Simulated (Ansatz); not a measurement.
Values for one crystal, relaxed and computed with HSE06 in the plane-wave PAW code Ansatz; other levels are named.

```yaml
volume_per_atom: 12.94 Å³
band_gap: 4.12 eV (indirect)
smallest_direct_gap_on_the_standard_path: 4.52 eV
valence_band_maximum: at T
Pressure derivative B′: 7.4
Bulk modulus (Birch–Murnaghan fit): 109 GPa
conduction_band_minimum: off the standard path, at k = (-0.073, 0.016, 0.016) in fractions of the reciprocal vectors
```

### Question
Which compound is it?
(A) SrO, rock salt
(B) TiO2, anatase
(C) BaTiO3, R3m (Ba on 3a, Ti on 3a, O on 9b)
(D) SiO2, Pn-3m (Si on 2a, O on 4b)

### Answer
C, BaTiO3, R3m (Ba on 3a, Ti on 3a, O on 9b)

This is a known low-temperature phase of the composition, computed here at zero pressure and temperature. The cell was relaxed with HSE06 under the symmetry of its start; its stability against distortions is not shown here. No spin polarisation was allowed. The hybrid was solved on a coarse mesh, the path and, where they were found, the r²SCAN edge points; its band edges are the extreme levels among these. Spin–orbit coupling is left out wherever it is not named.

Potentials: the earlier of the program's two PAW sets. The files were generated under PBE; for other functionals the program regenerates the frozen cores, and for LDA and PBEsol the local potential too.
